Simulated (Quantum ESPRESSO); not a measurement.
Sn2RuInAu3Hf, one composition in several site orders

Simulated, not a measurement. The program is pw.x of Quantum ESPRESSO 7.5 (plane-wave density functional theory). The cell is made up: eight metal atoms on a face-centred cubic lattice, with elements, volume, strain and displacements drawn at random and not relaxed, so it may be unstable or far from any real phase. PseudoDojo standard norm-conserving files set the functional (PBE unless stated); there is no spin polarisation or spin-orbit coupling, the Fermi-Dirac width of 0.25 eV means electrons at about 2900 K, and the masses in the input are unused placeholders. The tin pseudopotential is less sure than most, with forces differing by about three percent from a second method on plain tin. Heavy elements are run without spin-orbit coupling, which real alloys of them have. A spin test at this wide smearing found no moment, but such smearing suppresses magnetism that the real alloy may have.

The runs put one composition on the sites in different orders. Cell, positions, cutoff, mesh and smearing stay as in the input of run 1; sites are counted in its order. Stress in the tables is positive in tension.

Input of run 1:

```
&control calculation='scf', pseudo_dir='./dojo.nc.sr.pbe.v0_5.standard.upf', outdir='./o', disk_io='minimal', tprnfor=.true., tstress=.true. /
&system ibrav=0, nat=8, ntyp=5, nbnd=73, ecutwfc=84.00895049, nosym=.true., tot_charge=0,
 occupations='smearing', smearing='fd', degauss=0.0183746611
/
&electrons conv_thr=1.470e-08, electron_maxstep=70, mixing_beta=0.5 /
ATOMIC_SPECIES
Au 1.0 Au.upf
Hf 1.0 Hf.upf
In 1.0 In.upf
Ru 1.0 Ru.upf
Sn 1.0 Sn.upf
CELL_PARAMETERS angstrom
-4.3915 0.0355 0.0326
-2.144 -4.3185 -2.2464
-2.2091 -4.2332 6.6338
ATOMIC_POSITIONS angstrom
Sn -0.0178 0.0062 0.0642
Ru -2.1984 -4.2929 2.2189
In -2.1066 -2.1483 -0.0348
Au -4.3553 -6.4817 2.2204
Au -4.4194 -4.1895 4.3763
Au -4.3692 -4.3161 -0.0812
Sn -4.4002 -2.0749 2.2252
Hf -6.5514 -6.3321 4.4242
K_POINTS automatic
6 5 3 1 1 1
```

```
run  elements on sites 1 to 8  free energy less that of run 1 (eV)  -TS (eV)  pressure (GPa)  stress xx (GPa)  stress yy (GPa)  stress zz (GPa)  stress yz (GPa)  stress xz (GPa)  stress xy (GPa)  iterations
  1   Sn Ru In Au Au Au Sn Hf                                0.000    -1.171           -4.98             5.16             5.75             4.03            -0.70            -0.40            -0.43          14
  2   Sn Au Au Hf Sn In Au Ru                               -0.759    -1.054           -6.10             6.20             6.88             5.21             0.55            -0.07             0.09          14
  3   Hf Sn Sn In Au Ru Au Au                               -0.827    -1.030           -5.70             7.57             3.45             6.08             0.00             0.03            -0.60          15
  4   Au Au In Hf Au Sn Ru Sn                               -0.639    -1.053           -5.31             6.39             4.88             4.67             0.77             0.08            -0.24          14
  5   Au Au Hf Sn Sn In Au Ru                               -0.599    -1.040           -5.48             7.01             2.88             6.56            -0.30            -0.09            -0.03          15
  6   Ru Au In Au Au Sn Hf Sn                               -0.497    -1.058           -5.73             5.46             5.98             5.73             0.00            -0.37            -0.08          15
```

Forces Fx Fy Fz (eV/Å):

| site | run 1 | run 2 | run 3 | run 4 | run 5 | run 6 |
| --- | --- | --- | --- | --- | --- | --- |
| 1 | 0.17 0.39 -1.09 | 0.02 0.21 -0.52 | 0.24 -0.13 0.84 | 0.01 -0.15 -0.30 | 0.02 -0.14 0.03 | 0.02 -0.49 0.67 |
| 2 | 0.00 -0.30 0.23 | -0.05 -0.23 0.02 | 0.02 0.02 -0.52 | -0.04 0.04 -0.08 | 0.01 0.23 -0.37 | 0.00 0.31 0.12 |
| 3 | -0.42 -0.53 0.35 | -0.11 -0.13 0.00 | -0.31 -0.12 0.30 | -0.17 0.35 0.82 | -0.21 0.16 -1.02 | -0.31 0.38 -0.21 |
| 4 | 0.00 0.54 0.23 | -0.01 0.54 0.13 | -0.10 0.27 -0.33 | -0.06 0.05 -1.45 | 0.05 0.52 0.58 | -0.03 0.01 -0.42 |
| 5 | 0.05 -0.32 -0.37 | -0.02 -0.87 0.01 | 0.03 -0.05 0.55 | 0.08 0.38 -0.41 | -0.03 -0.95 0.65 | 0.07 0.28 0.15 |
| 6 | 0.07 0.31 0.49 | 0.10 0.40 0.64 | 0.05 0.17 -0.91 | 0.06 -0.92 1.32 | 0.14 0.39 -0.06 | 0.16 -0.18 0.13 |
| 7 | 0.13 -1.08 1.69 | 0.01 -0.04 0.26 | 0.09 0.30 -0.34 | 0.06 -0.08 0.76 | 0.03 -0.08 -0.69 | 0.07 -0.33 0.31 |
| 8 | 0.01 0.98 -1.52 | 0.07 0.11 -0.55 | 0.00 -0.47 0.41 | 0.06 0.33 -0.66 | 0.00 -0.14 0.88 | 0.03 0.03 -0.75 |

The sites are displaced and not relaxed, so the energy differences hold strain from misfit and are not ordering energies. A rerun of one cell of this series at a higher cutoff and on a denser mesh moved values by no more than 0.002 eV in energy, 0.05 GPa in stress and 0.011 eV/Å in force, and a second program with other atomic files agreed on that cell to 2 % rms in force and 0.5 GPa in pressure.